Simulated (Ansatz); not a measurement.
YSi (CsCl type, space group No. 221) at seven volumes, plane-wave PAW PBEsol (Ansatz code), scaled uniformly. One row is withheld.

```json
[
 {"V (Å³/atom)": "19.408", "P (GPa)": "9.07"},
 {"V (Å³/atom)": "20.048", "P (GPa)": "5.60"},
 {"V (Å³/atom)": "20.687", "P (GPa)": "2.59"},
 {"V (Å³/atom)": "21.327", "P (GPa)": "0.00"},
 {"V (Å³/atom)": "21.967", "P (GPa)": "?"},
 {"V (Å³/atom)": "22.607", "P (GPa)": "-4.10"},
 {"V (Å³/atom)": "23.247", "P (GPa)": "-5.76"}
]
```

Q: Fit the shown pressures and predict the withheld one.

A: P = (3/2)B₀(x^(7/2) − x^(5/2))[1 + (3/4)(B′ − 4)(x − 1)] with x = (V₀/V)^(2/3). Least squares on the six rows gives V₀ = 21.331 Å³/atom, B₀ = 79.5 GPa, B′ = 4.01. At V = 21.967, x = 0.9806 and P = -2.20 GPa. The run itself gave -2.21 GPa.

Space group Pm-3m (CsCl type). A made-up cell: these elements were put on the sites of a structure type; neither database checked (COD, Materials Project) lists it. Its standing as an ambient phase is unchecked. The cell was relaxed with PBEsol under the symmetry of its start. At this level the phase is mechanically unstable. The run is not spin-polarised.

Potentials: the later of the program's two PAW sets.
